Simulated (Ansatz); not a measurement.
VSb₂ in space group I4/mcm (No. 140; Sb on 8h, V on 4a), plane-wave PAW PBE (Ansatz code), all energies at zero smearing, with the estimated change up to a 700 eV cutoff added, with one set of potentials and settings (totals compare only within such a set). Cell of 6 atoms (4 Sb, 2 V): -31763.131 eV.

```json
[
 {"element": "Sb", "reference phase": "R-3m, 2 atoms in the cell", "E (eV/atom)": "-6484.4916"},
 {"element": "V", "reference phase": "Im-3m, 1 atoms in the cell", "E (eV/atom)": "-2912.4140"}
]
```

Formation energy per atom, worked out: (-31763.131 − 4×(-6484.4916) − 2×(-2912.4140))/6 = -0.056 eV/atom (-5 kJ per mol of atoms), at 0 K, without zero-point energy or fitted corrections.

The workflow started from an entry of the Crystallography Open Database (COD, 293 K). Its standing as an ambient phase is unchecked. The cell was relaxed with PBE under the symmetry of its start; whether a distortion lowers the energy is not shown. The workflow began spin-polarised and lost its moments. The references are the lowest solids computed at this level, not always the standard phases. Spin–orbit coupling is left out wherever it is not named.

Potentials: the later of the program's two PAW sets.
